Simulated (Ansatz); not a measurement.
The end point of a relaxation of CdS. Level of theory: PBEsol (plane waves to 420 eV, PAW, scalar-relativistic; Ansatz, a first-principles code).

```cif
data_CdS
_chemical_formula_sum 'Cd1 S1'
_space_group_name_H-M_alt 'P 1'
_space_group_IT_number 1
_cell_length_a 3.81672
_cell_length_b 3.81672
_cell_length_c 3.81672
_cell_angle_alpha 60.000
_cell_angle_beta 60.000
_cell_angle_gamma 60.000
loop_
_space_group_symop_operation_xyz
  'x, y, z'
loop_
_atom_site_label
_atom_site_type_symbol
_atom_site_fract_x
_atom_site_fract_y
_atom_site_fract_z
_atom_site_occupancy
Cd1 Cd 0.50000 0.50000 0.50000 1
S1 S 0.00000 0.00000 0.00000 1
```

Problem. Find the space group and the Wyckoff positions (tolerance 0.01 Å).

Solution. Space group Fm-3m (No. 225); a = b = c = 5.398 Å, α = β = γ = 90.00°

| atom | site | symmetry | x | y | z |
|---|---|---|---|---|---|
| Cd | 4b | m-3m | 0.5000 | 0.5000 | 0.5000 |
| S | 4a | m-3m | 0.0000 | 0.0000 | 0.0000 |

This is the rock salt type.

Problem. Give the shortest distances between elements (the closest pairs, up to four, under 3.6 Å).

Solution. Cd–S 2.70 Å.

Volume per atom: 19.66 Å³
Band gap: 0.13 eV, indirect (valence top at L, conduction bottom at X) (no spin-orbit coupling)
Smallest direct gap: 1.84 eV at Γ

No spin polarisation in the result.

The run could not lose the symmetry of its start.

The relaxed structure has the type that CdS is known to take under pressure; here it was relaxed at zero pressure, from a generated start.
